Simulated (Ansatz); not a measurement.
Lu, one cell by several methods

```
Lu
1.0
     3.43970    0.00000    0.00000
    -1.71985    2.97887    0.00000
     0.00000    0.00000    5.56660
Lu
2
Direct
  0.33333 0.66667 0.25000
  0.66667 0.33333 0.75000
```

Atoms are numbered in the order listed.

Conventional cell: a = 3.440 Å, b = 3.440 Å, c = 5.567 Å, α = 90.00°, β = 90.00°, γ = 120.00°. Lu (atom 1) has 12 Lu at 3.42 to 3.44 Å as nearest neighbours.

The geometry is COD entry 1538083, unchecked; take it as a test cell. The listed cell was then made from it by scaling, straining or moving an atom.

No spin–orbit coupling, which matters for the heavy atoms here.

Methods: DFT, PBEsol, PAW with Ansatz's default frozen-core files, scalar-relativistic (Ansatz 0.2.0); DFT, PBEsol, all-electron PAW with datasets made for the crystal, scalar-relativistic (Ansatz 0.2.0); DFT, PBEsol, all-electron LAPW, scalar-relativistic (Ansatz 0.2.0).

For PAW: a Γ-centred 13×13×8 k mesh, Fermi–Dirac smearing of 0.03 eV, cutoff 420 eV, no spin polarisation; the PAW files were made with PBE, and the program remakes their frozen cores for this functional. The crystal-made all-electron datasets (AE datasets) take a cutoff of 340 eV at this cell. LAPW targets a basis error of 0.5 meV/atom. The Ansatz runs share mesh, smearing and spin set-up. Plane-wave (PAW) pressures include the program's estimate of the Pulay term.

Stress and pressure are positive in compression.

The change that made this cell: equal xx and yy strain of -2 %.

No spin–orbit coupling: at heavy atoms the gradients can be off by tens of per cent for that reason.

In a metal, gradients converge slowly with the k mesh: the values move by tens of per cent from one mesh to another, at times in sign, so only the comparison on one mesh counts.

| quantity | PAW | AE datasets | LAPW |
| --- | --- | --- | --- |
| pressure (GPa) | -1.68 | -1.67 | -1.67 |
| stress xx (GPa) | -0.76 | -0.75 | -0.75 |
| stress zz (GPa) | -3.53 | -3.52 | -3.52 |
| field gradient Vzz at Lu1 (10²¹ V/m²) | 3.28 | 3.36 | – |

PAW's pressure differs from the LAPW value by about 0.01 GPa or less.
